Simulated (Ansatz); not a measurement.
An Ansatz (a first-principles code) run. Input:

Ansatz 0.2 input:
```yaml
crystal:
  lattice:
    - [3.4930369863, 0.0, 0.0]
    - [0.0, 3.4930369863, 0.0]
    - [0.0, 0.0, 3.4930369863]
  atoms:
    - { symbol: Ca, position: [0.0, 0.0, 0.0] }
kpoints:
  mp_grid: { grid: [24, 24, 24] }
hamiltonian:
  xc: r2scan
  pseudopotentials: { kind: paw }
scf:
  occupations: { method: fermi_dirac, width: 0.1 }
elastic: { mode: relaxed_ion, stencil: two_point, amplitude: 0.005, f_tol: 0.0005 }
```

Output (shortened):

```
Pseudopotential: Ca, paw, valence charge 10
Functional definition: r2SCAN
Crystal: 1 atoms, lattice volume = 42.620 Å³
Basis set: ecut = 500 eV, 1045 PW (Γ), exchange–correlation on 108×108×108 points (64 copies of the dense FFT grid, shifted against one another)
Bands: 9, of which v1, the nominal top of the filled ones, is band 5 counted from 1 (4 counted from 0)
Symmetry: 48 space group operations
Space group: Pm-3m (ITA 221), of the structure as read, at distance tolerance 3.5e-5 Å
k-points: 455 of 13824
the search or the solves at the SCF's close seem to have found levels that the self-consistency loop had missed (the run counts 2) …
SCF 1 converged in 9 iterations: F = -1821.285786 eV  dr2 = 1.72e-14
Crystal: 1 atoms, lattice volume = 42.620 Å³
SCF 2 converged in 2 iterations: F = -1821.285786 eV  dr2 = 3.65e-15
Crystal: 1 atoms, lattice volume = 42.407 Å³
Symmetry: 16 space group operations
k-points: 1183 of 13824
SCF 3 converged in 9 iterations: F = -1821.285502 eV  dr2 = 4.09e-15
Crystal: 1 atoms, lattice volume = 42.833 Å³
SCF 4 converged in 6 iterations: F = -1821.285721 eV  dr2 = 1.03e-14
Crystal: 1 atoms, lattice volume = 42.619 Å³
Symmetry: 8 space group operations
k-points: 2041 of 13824
SCF 5 converged in 7 iterations: F = -1821.285817 eV  dr2 = 8.17e-14
Crystal: 1 atoms, lattice volume = 42.619 Å³
SCF 6 converged in 6 iterations: F = -1821.285817 eV  dr2 = 4.72e-14
SCF converged after 2 iterations
Free energy (F): -1821.285786 eV
Harris-Foulkes:  -1821.285786 eV  (|F-HF|=1.14e-12)
Internal energy: -1821.258795 eV  (E = F + TS)
E sigma→0 (E₀):  -1821.272291 eV
Entropy (-TS):   -0.026991 eV (-26.991 meV/atom)
Fermi energy:    4.863133 eV
--- Per-component energies (eV) ---
  E_band       = -186.842862
  E_kinetic    = 275.508795
  E_local      = -868.053293  (includes V_loc(G=0)·N_el)
  E_nonlocal   = 63.301564
  E_hartree    = 291.656649
  E_xc         = -134.910373
  E_vxc        = -191.276640  (∫ρ·V_xc dr)
  E_paw        = -863.719750  (= ΣΔE_a)
  E_vpaw       = -61.200432  (= ΣTr[D̂ρ^β])
  E_aug_tail   = -0.000004  (compensation charges beyond the density's cutoff)
  E_vtau       = 11.563851  (kinetic-family band-sum trace: ∫τ·v_τ [+ j·A + Jᵃ·Aᵃ] dr)
  E_ewald      = -584.821718
  E_core_change = -0.220665  (= ΣΔE_core)
  E_smearing   = -0.026991  (= −TS)
  E_closure    = 0.000000  (closes the sum)
  Σ components = -1821.285786   (vs F -1821.285786, Δ=0.00e0)
--- Forces (eV/Å), atoms counted from 1 ---
  atom   1  Ca     0.00000000     0.00000000     0.00000000
  max |Σ_I F_I| component: 0.0 eV/Å
--- Stress (GPa, compression-positive) ---
        0.080629       0.000000       0.000000
        0.000000       0.080629       0.000000
        0.000000       0.000000       0.080629
  P = ⅓ Tr σ = 0.0806 GPa (0.806 kbar)
--- Band table (eV; the first three rows and the last of 455) ---
  k-point 0: bands = ["-39.1801", "-19.1804", "-19.1804", "-19.1804", "0.7414", "5.9287", "5.9287", "9.3469", "9.3469"]
  k-point 1: bands = ["-39.1798", "-19.1842", "-19.1800", "-19.1800", "0.7676", "5.9358", "5.9372", "9.3158", "9.3158"]
  k-point 2: bands = ["-39.1788", "-19.1955", "-19.1791", "-19.1791", "0.8460", "5.9547", "5.9622", "9.2279", "9.2279"]
  k-point 454: bands = ["-39.1239", "-19.3435", "-19.3435", "-19.3435", "5.6267", "5.6267", "5.6267", "10.1021", "10.1021"]
--- Elastic constants: 2 strain directions × 2 members + reference (group order 48) ---
  dense FFT box of the reference and of every strained cell: 27×27×27
  strains applied: 11, 23; error gains: componentwise 1.00 (the most a stress slope's error grows in a printed constant), spectral 1.73 (1 for all six strains …
  C = ∂σ_k/∂η_j (tension-positive GPa; Voigt order 11 22 33 23 13 12):
        52.634     -9.481     -9.481      0.000      0.000      0.000
        -9.481     52.634     -9.481      0.000      0.000      0.000
        -9.481     -9.481     52.634      0.000      0.000      0.000
         0.000      0.000      0.000     -9.160      0.000      0.000
         0.000      0.000      0.000      0.000     -9.160      0.000
         0.000      0.000      0.000      0.000      0.000     -9.160
  reference stress σ⁰ (GPa):     -0.081     -0.081     -0.081      0.000      0.000      0.000
  moduli (Voigt/Reuss/Hill, GPa): K = 11.22/11.22/11.22   G = 6.93/-19.00/-6.04   E = -22.08   ν = 0.828
  mechanically stable: NO (min eigenvalue of sym C = -9.16 GPa)
  strain η (Voigt 11):  stress-route row diagonal C_11 = 52.63 GPa, energy-path curvature d²(F+E_count+ΔE)/dδ²/Ω₀ = 52.63 GPa
         δ    σ_11 (GPa)             F (eV)   n_scf  n_hpsi   n_pw
    -5.000e-3      -0.3492       -1821.2855020       9  253137   1108   relax 0 steps, max|allowed force component| 0.00e0 eV/Å
     5.000e-3       0.1772       -1821.2857212       6  209399   1108   relax 0 steps, max|allowed force component| 0.00e0 eV/Å
  strain η (Voigt 23):  stress-route row diagonal C_44 = -9.16 GPa, energy-path curvature d²(F+E_count+ΔE)/dδ²/Ω₀ = -9.12 GPa
         δ    σ_23 (GPa)             F (eV)   n_scf  n_hpsi   n_pw
    -5.000e-3       0.0458       -1821.2858168       7  386057   1108   relax 0 steps, max|allowed force component| 0.00e0 eV/Å
     5.000e-3      -0.0458       -1821.2858168       6  350033   1108   relax 0 steps, max|allowed force component| 0.00e0 eV/Å
```

Cost: roughly 5 core-minutes on shared cores.

This is a known high-pressure phase of the composition, computed here at zero pressure and temperature. Symmetry was held in the r²SCAN relaxation. At this level the phase is dynamically unstable (imaginary phonons). As this level gives no gap, shear constants depend on the k-mesh and smearing (Fermi–Dirac, 0.1 eV here).

Potentials: the later of the program's two PAW sets.

Ansatz is a plane-wave DFT program.
